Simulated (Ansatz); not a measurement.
An Ansatz input and the part of its output that reports the observables at the nuclei.

The cell is a computed structure from the Materials Project (it need not be an observed phase), atoms as given.

```yaml
crystal:
  lattice:
    - [6.133363192, 0.0, 0.0]
    - [0.0, 4.336438, 0.0]
    - [-1.215450731, 0.0, 6.1993453178]
  atoms:
    - { symbol: Mg, position: [0.39537, 0.25, 0.133284] }
    - { symbol: Mg, position: [0.905346, 0.25, 0.114969] }
    - { symbol: Mg, position: [0.811216, 0.25, 0.628999] }
    - { symbol: Mg, position: [0.60463, 0.75, 0.866716] }
    - { symbol: Mg, position: [0.094654, 0.75, 0.885031] }
    - { symbol: Mg, position: [0.188784, 0.75, 0.371001] }
    - { symbol: Fe, position: [0.698041, 0.75, 0.317897], spin: 5.0 }
    - { symbol: Fe, position: [0.301959, 0.25, 0.682103], spin: 5.0 }
    - { symbol: "N", position: [0.420221, 0.75, 0.149435] }
    - { symbol: "N", position: [0.888629, 0.75, 0.129052] }
    - { symbol: "N", position: [0.806656, 0.75, 0.600872] }
    - { symbol: "N", position: [0.579779, 0.25, 0.850565] }
    - { symbol: "N", position: [0.111371, 0.25, 0.870948] }
    - { symbol: "N", position: [0.193344, 0.25, 0.399128] }
magnetization:
  spin_polarized: true
kpoints:
  mp_grid: { grid: [6, 8, 6] }
scf:
  occupations: { method: fermi_dirac, width: 0.05 }
hamiltonian:
  xc: r2scan
  pseudopotentials: { kind: paw }
output:
  forces: true
  stress: true
  populations: true
  efg:
    quadrupole_moments_barn: { Mg: 0.1994, Fe: 0.16, "N": 0.02044 }
    contact_densities: true
  write_density: true
  write_potential: true
  elf: true
  volumetric_format: npy
```

The quadrupole moment typed for Fe is that of the 14.4 keV Mössbauer state of ⁵⁷Fe; the ground state has I = 1/2 and no quadrupole moment.

```sh
ansatz run input.yaml --threads 1 --pin off --max-ram 3072MiB --backend cpu --events-out ev --progress --plain --runs-dir out
```

Of the output, the block on the nuclei alone is shown; the set-up, the SCF iterations, energies, forces and stress are cut. One atom of each set with nearly equal values is shown.

```
--- PAW observables at the nuclei: V_zz in 10²¹ V/m², potentials from the cell's mean, atoms counted from 1 ---
  atom   1  Mg V_zz =    -1.618606   η = 0.5087   by run symmetry: allowed   C_q = -7.8041 MHz
            electrostatic potential = -1104.532776 V   contact ρ = 7782.626362 e/Å³   contact ρ_s (e/Å³): all electrons +0.189288, valence +0.185523
  atom   2  Mg V_zz =    -1.809771   η = 0.7008   by run symmetry: allowed   C_q = -8.7258 MHz
            electrostatic potential = -1104.217101 V   contact ρ = 7782.593610 e/Å³   contact ρ_s (e/Å³): all electrons +0.211551, valence +0.211116
  atom   3  Mg V_zz =    -1.916610   η = 0.3070   by run symmetry: allowed   C_q = -9.2409 MHz
            electrostatic potential = -1104.337082 V   contact ρ = 7782.808746 e/Å³   contact ρ_s (e/Å³): all electrons +0.072002, valence +0.079193
  atom   7  Fe V_zz =    -9.837855   η = 0.0831   by run symmetry: allowed   C_q = -38.0605 MHz
            electrostatic potential = -3202.579564 V   contact ρ = 100486.142431 e/Å³   contact ρ_s (e/Å³): all electrons -1.015787, valence +5.439803
  atom   9  N  V_zz =    +1.481813   η = 0.8596   by run symmetry: allowed   C_q = +0.7324 MHz
            electrostatic potential = -515.361394 V   contact ρ = 1411.646020 e/Å³   contact ρ_s (e/Å³): all electrons +0.267555, valence +0.468045
  atom  10  N  V_zz =    +3.156659   η = 0.9930   by run symmetry: allowed   C_q = +1.5601 MHz
            electrostatic potential = -515.172108 V   contact ρ = 1411.149615 e/Å³   contact ρ_s (e/Å³): all electrons +0.330680, valence +0.482242
  atom  11  N  V_zz =    -2.470111   η = 0.9704   by run symmetry: allowed   C_q = -1.2208 MHz
            electrostatic potential = -515.176990 V   contact ρ = 1412.218547 e/Å³   contact ρ_s (e/Å³): all electrons +0.106469, valence +0.224458
```

Hardware: 1 thread of Arm Neoverse N1 (aarch64; 36 cores open to the job, memory cap 3.0 GiB, no GPU), a shared host with a load of 0.9 a core. Wall time 29 min, CPU time 29 min, peak memory 2.3 GiB.

The largest force is 0.3 eV/Å, so the atoms aren't at the calculated equilibrium and relaxing them would move these values. The program didn't check the stability of this electronic state in full, so a lower one may lie near. With a gap of 0.15 eV under a smearing of 0.05 eV the band edges are partly filled, so small gradients can hang on the smearing and the k-mesh. With these PAW files V_zz is typically within 2 to 3 % of all-electron values, but misses above 10 % occur on Fe. All moments are parallel here, as the start or the cell imposes; many such compounds order antiparallel, where fields and spin densities carried over to other atoms largely cancel. The magnetic order is the one that the run reached from its start moments, not necessarily the measured one.
